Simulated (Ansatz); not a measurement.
**CoO: Heisenberg model from the force theorem**

Method: Ansatz 0.2.0, DFT PBE+U, scalar-relativistic, plane waves, PAW.

```yaml
crystal:
  lattice:
    - [1.50547, 0.86918, 2.43993]
    - [-1.50547, 0.86918, 2.43993]
    - [0.00000, -1.73837, 2.43993]
  atoms:
    - { symbol: Co, position: [0.00000, 0.00000, 0.00000] }
    - { symbol: O, position: [0.50000, 0.50000, 0.50000] }
```

The plane-wave cutoff is 420 eV. The Γ-centred k-mesh is 12×12×12. The occupation rule is Fermi–Dirac smearing, 0.05 eV and the U_eff on Löwdin-orthogonalised atomic d orbitals is Co 3.32 eV. The list of starting moments (μB, in atom order) is 3 1. The check for lower electronic states after the SCF is asked for but not made.

The cell is taken as given, not relaxed at this level: it stands at 10.5 GPa with forces up to 0.00 eV/Å, and couplings move with the geometry.

Converged site moments (μB): Co +2.60, O +0.23. Site moments are spin moments in atom-centred spheres that scale with the neighbour distance. Atoms are counted from 1 in the order above. Couplings come from the magnetic force theorem on a 9×9×9 mesh, for E = −Σ J e·e over ordered pairs of unit vectors, so positive J favours parallel moments.

(1) What are the nearest couplings and the ordering temperature?

Results:

(1) The couplings:

```csv
atom,partner,distance (Å),J (meV),count
Co1,O2,2.12,18.11,2
Co1,O2,2.12,18.08,4
Co1,Co1,3.00,-4.10,4
Co1,Co1,3.00,-5.64,2
O2,O2,3.00,-0.84,4
O2,O2,3.00,-0.77,2
```

With all couplings within the mesh's reach, farther shells too, the ordering temperature for classical moments is 680 K in mean field, which tends to overestimate it. It belongs to the order with wave vector (0.00, 0.00, 0.44) in units of the cell's reciprocal vectors, which these couplings favour, so the state that was run needn't be the lowest (a margin of a few per cent between wave vectors isn't resolved by couplings this rough).